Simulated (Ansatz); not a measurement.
# Cd2O3 in Ansatz, relaxation

Launch command:

```bash
ansatz run input.yaml --threads 2 --pin off --max-ram 3584MiB --backend cpu --events-out ev --progress --plain --runs-dir out
```

Input:

```yaml
crystal:
  lattice:
    - [2.675374, 4.633883, 0.0]
    - [-2.675374, 4.633883, 0.0]
    - [0.0, -3.089255, 4.716568]
  atoms:
    - { symbol: Cd, position: [0.35731, 0.35731, 0.07193] }
    - { symbol: Cd, position: [0.14269, 0.14269, 0.42807] }
    - { symbol: Cd, position: [0.64269, 0.64269, 0.92807] }
    - { symbol: Cd, position: [0.85731, 0.85731, 0.57193] }
    - { symbol: O, position: [0.548, 0.952, 0.75] }
    - { symbol: O, position: [0.25, 0.548, 0.75] }
    - { symbol: O, position: [0.952, 0.25, 0.75] }
    - { symbol: O, position: [0.452, 0.048, 0.25] }
    - { symbol: O, position: [0.75, 0.452, 0.25] }
    - { symbol: O, position: [0.048, 0.75, 0.25] }
  symmetry: { tolerance: 0.0003 }
kpoints:
  mp_grid: { grid: [5, 5, 5], shift: [0, 0, 0] }
magnetization:
  spin_polarized: false
scf:
  occupations: { method: fermi_dirac }
  lower_state_search: "off"
hamiltonian:
  pseudopotentials: { kind: paw }
  xc: pbe
basis:
  ecutwfc: 420
  fft_grid_basis: typed
relax:
  max_steps: 40
  cell: { p_target: 20.0 }
  f_tol: 0.03
output:
  forces: true
  stress: true
  eigenvalues: true
  bader: true
  populations: true
  elf: true
  write_potential: true
  volumetric_format: npy
  dos:
    e_range: [-12, 8]
    de: 0.05
    projected: { site_lists: { Cd: [Cd], O: [O] } }
checkpoint:
  read: saved_state
```

Origin of the cell: a known structure type with other elements, at an estimated volume, so it need not be a known compound.

The smearing width isn't typed, so it takes its default of 0.1 eV.

The saved state is a converged single point of the same cell.

Steps («new basis» is an SCF on plane waves selected anew at the same cell):

```tsv
step	ΔH (meV/atom)	max force component (eV/Å)	P (GPa)	volume (Å³)	SCF iterations	step was
1	0.0	0.363	29.39	116.95	7	accepted
2	-19.6	0.171	20.01	121.44	7	accepted
3	-23.1	0.063	19.54	121.06	6	accepted
4	-23.8	0.051	19.89	120.43	6	accepted
5	-23.9	0.015	19.91	120.35	6	accepted
6	-23.9	0.004	20.02	120.28	6	accepted
7	-27.0	0.004	20.39	120.28	8	new basis
8	-27.3	0.001	20.04	120.21	6	accepted
9	-27.3	0.001	20.04	120.21	7	new basis
10	-27.3	0.000	20.00	120.19	6	accepted
11	-27.3	0.000	20.00	120.19	5	new basis
```

The starting structure.

Space group R-3c (No. 167); the run's cell has a = 5.351 Å, b = 5.351 Å, c = 5.638 Å, α = 118.33°, β = 118.33°, γ = 60.00°. Shortest distances: Cd–O 2.06 Å, O–O 2.76 Å, Cd–Cd 3.04 Å.

The relaxed structure.

Space group R-3c (No. 167); the run's cell has a = 5.582 Å, b = 5.582 Å, c = 5.498 Å, α = 120.51°, β = 120.51°, γ = 60.00°. Shortest distances: Cd–O 2.11 Å, O–O 2.79 Å, Cd–Cd 3.02 Å.

```xyz
10
Lattice="2.7909 4.8339 0.0000 -2.7909 4.8339 0.0000 0.0000 -3.2226 4.4544" Properties=species:S:1:pos:R:3 pbc="T T T"
Cd    0.0000    3.2226    0.3976
Cd    0.0000    0.0000    1.8296
Cd    0.0000    3.2226    4.0568
Cd    0.0000    6.4452    2.6248
O    -1.1617    4.8339    3.3408
O    -0.8146    1.4109    3.3408
O     1.9763    3.4230    3.3408
O     1.1617    1.6113    1.1136
O     0.8146    5.0343    1.1136
O    -1.9763    3.0222    1.1136
```

```yaml
Enthalpy_lowered_by: 27.3 meV/atom
Volume_change: 2.77 %
Final_pressure: 20.00 GPa
Relaxation_steps_listed: 11
```

Caveats: no spin, though holes on the anions or broken bonds may carry moments; the relaxation held the start's symmetry, so the end may be a saddle point.

The run took 95 s on 2 threads of Arm Neoverse V1, with other jobs on the host, peak memory 0.5 GiB, from a saved density.
